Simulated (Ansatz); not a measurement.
input.yaml

```yaml
crystal:
  lattice:
    - [3.4509752346, 0.0, 0.0]
    - [-1.7254876173, 2.988632221, 0.0]
    - [0.0, 0.0, 10.228425]
  atoms:
    - { symbol: Zr, position: [0.3333333333, 0.6666666667, 0.643992] }
    - { symbol: Zr, position: [0.6666666667, 0.3333333333, 0.356008] }
    - { symbol: H, position: [0.3333333333, 0.6666666667, 0.44163] }
    - { symbol: H, position: [0.6817237218, 0.3634474435, 0.55837] }
    - { symbol: Br, position: [0.3333333333, 0.6666666667, 0.168813] }
    - { symbol: Br, position: [0.6666666667, 0.3333333333, 0.831187] }
basis:
  ecutwfc: 420
kpoints:
  mp_grid: { grid: [12, 12, 4] }
hamiltonian:
  xc: pbesol
scf:
  occupations: { method: gaussian, width: 0.1 }
output:
  forces: true
  stress: true
  eigenvalues: true
```

Run as
```bash
ansatz run input.yaml --threads 1 --pin off --max-ram 1331MiB --backend cpu --events-out ev --progress --plain --runs-dir out
```

Theory: DFT PBEsol, scalar-relativistic, plane waves, PAW (Ansatz 0.2.0).

Part of what the program printed, abridged:

```
Pseudopotentials: kind: paw
Pseudopotential: Zr, paw, valence charge 12, recommended cutoff 420 eV (normal)
Pseudopotential: H, paw, valence charge 1, recommended cutoff 420 eV (normal)
Pseudopotential: Br, paw, valence charge 7, recommended cutoff 420 eV (normal)
Functional definition: PBEsol
Crystal: 6 atoms, lattice volume = 105.493 Å³
Basis set: ecut = 420 eV, 2039 PW (Γ), exchange–correlation on 48×48×144 points (8 copies of the dense FFT grid, shifted against one another)
Bands: 26, of which v1, the nominal top of the filled ones, is band 20 counted from 1 (19 counted from 0)
Symmetry: 2 space group operations
Space group: Cm (ITA 8), of the structure as read, at distance tolerance 4.7e-5 Å
k-points: 164 of 576 (time reversal used)
Initial density: superposition of atomic densities (neutral atoms: chi_scale 0, normalization atom), corrected by the library's trained network
Initial wavefunctions: pseudopotential atomic-orbital guess
Functional: x = pbesol(κ = 0.804, μ = 0.12345679), c = pbesol(β = 0.046)
SCF iter   1: F=—  HF=-13766.984198 eV  |F-HF|=—  |Δ(HF+E_count)|=         —  Δρ=7.61e-3  dr2=9.42e-2  ethr=1.77e-3  ⟨swp⟩=6.2  Hψ=21114  notcnv=0
SCF iter   2: F=—  HF=-13766.970073 eV  |F-HF|=—  |Δ(HF+E_count)|=   1.41e-2  Δρ=4.14e-3  dr2=3.17e-2  ethr=2.35e-4  ⟨swp⟩=2.0  Hψ=8012  notcnv=0  defer=187
SCF iter   3: F=—  HF=-13766.962035 eV  |F-HF|=—  |Δ(HF+E_count)|=   8.04e-3  Δρ=9.57e-4  dr2=2.71e-3  ethr=7.92e-5  ⟨swp⟩=2.0  Hψ=7029  notcnv=0  defer=187
SCF iter   4: F=—  HF=-13766.961389 eV  |F-HF|=—  |Δ(HF+E_count)|=   6.47e-4  Δρ=2.41e-4  dr2=9.06e-5  ethr=6.78e-6  ⟨swp⟩=2.0  Hψ=5707  notcnv=0  defer=187
SCF iter   5: F=—  HF=-13766.961369 eV  |F-HF|=—  |Δ(HF+E_count)|=   1.99e-5  Δρ=7.37e-5  dr2=1.04e-5  ethr=2.26e-7  ⟨swp⟩=2.3  Hψ=7555  notcnv=0  defer=129
SCF iter   6: F=—  HF=-13766.961366 eV  |F-HF|=—  |Δ(HF+E_count)|=   2.16e-6  Δρ=1.67e-5  dr2=3.06e-7  ethr=2.61e-8  ⟨swp⟩=2.3  Hψ=6577  notcnv=0  defer=119
SCF iter   7: F=-13766.961367 eV  HF=-13766.961367 eV  |F-HF|=5.59e-9  |Δ(HF+E_count)|=   3.50e-8  Δρ=3.68e-6  dr2=1.43e-8  ethr=2.50e-10  ⟨swp⟩=9.6  Hψ=20690  notcnv=0
SCF 1 converged in 7 iterations: F = -13766.961367 eV  dr2 = 1.43e-8
SCF converged after 7 iterations
Free energy (F): -13766.961367 eV
Harris-Foulkes:  -13766.961367 eV  (|F-HF|=5.59e-9)
Internal energy: -13766.949333 eV  (E = F + TS)
E sigma→0 (E₀):  -13766.955350 eV
Entropy (-TS):   -0.012033 eV (-2.006 meV/atom)
Fermi energy:    9.859454 eV
--- Per-component energies (eV) ---
  E_band       = -292.401900
  E_kinetic    = 959.314620
  E_local      = -2618.865205  (includes V_loc(G=0)·N_el)
  E_nonlocal   = 306.126312
  E_hartree    = 930.463090
  E_xc         = -862.525879
  E_vxc        = -612.714124  (∫ρ·V_xc dr)
  E_paw        = -10206.630808  (= ΣΔE_a)
  E_vpaw       = -187.186253  (= ΣTr[D̂ρ^β])
  E_aug_tail   = -0.002240  (compensation charges beyond the density's cutoff)
  E_ewald      = -2275.345205
  E_core_change = 0.515982  (= ΣΔE_core)
  E_smearing   = -0.012033  (= −TS)
--- Forces (eV/Å), atoms counted from 1 ---
  atom   1  Zr     0.00000000     0.13525924     0.04973264
  atom   2  Zr     0.00000000     0.08166743    -0.02978231
  atom   3  H      0.00000000    -0.00117746     0.00081189
  atom   4  H      0.00000000    -0.20933008    -0.01887927
  atom   5  Br     0.00000000    -0.01265709     0.44055252
  atom   6  Br     0.00000000     0.00624035    -0.44241728
--- Stress (GPa, compression-positive) ---
       -4.055995       0.000000       0.000000
        0.000000      -4.282462       0.028896
        0.000000       0.028896      -4.273405
  P = ⅓ Tr σ = -4.2040 GPa (-42.040 kbar)
--- Band table (eV; the first three rows and the last of 164) ---
  k-point 0: bands = ["-39.7376", "-39.7153", "-18.0860", "-17.8618", "-17.5525", "-17.5508", "-17.5278", "-17.5257", "-7.5026", "-7.3474", "1.4618", "3.2032", "4.3771", "6.2163", "6.5775", "6.5777", "6.5885", "6.5886", "8.7593", "10.0154", "10.0223", "10.3582", "10.3799", "11.8442", "11.8527", "12.0589"]
  k-point 1: bands = ["-39.7376", "-39.7153", "-18.0859", "-17.8618", "-17.5525", "-17.5508", "-17.5278", "-17.5257", "-7.4926", "-7.3581", "1.5249", "2.9644", "4.7293", "5.9693", "6.5548", "6.5553", "6.6113", "6.6117", "8.8848", "10.0191", "10.0256", "10.3466", "10.3686", "11.8512", "11.8593", "12.0621"]
  k-point 2: bands = ["-39.7376", "-39.7153", "-18.0859", "-17.8618", "-17.5525", "-17.5508", "-17.5278", "-17.5257", "-7.4807", "-7.3706", "1.6003", "2.7625", "5.2492", "5.5123", "6.5435", "6.5444", "6.6231", "6.6235", "9.0069", "10.0230", "10.0291", "10.3349", "10.3571", "11.8580", "11.8658", "12.0653"]
  k-point 163: bands = ["-39.6909", "-39.6824", "-17.9595", "-17.9321", "-17.8524", "-17.7994", "-17.7206", "-17.6901", "-6.7206", "-6.6705", "3.1282", "3.3676", "3.7448", "4.1287", "4.7484", "4.7830", "4.9864", "5.2069", "8.2373", "9.6139", "10.3223", "11.2118", "11.6018", "11.9460", "12.8947", "13.0651"]
```

The calculation finished and met its thresholds.

The cell holds layers, and where no dispersion correction was added their binding is poorly described.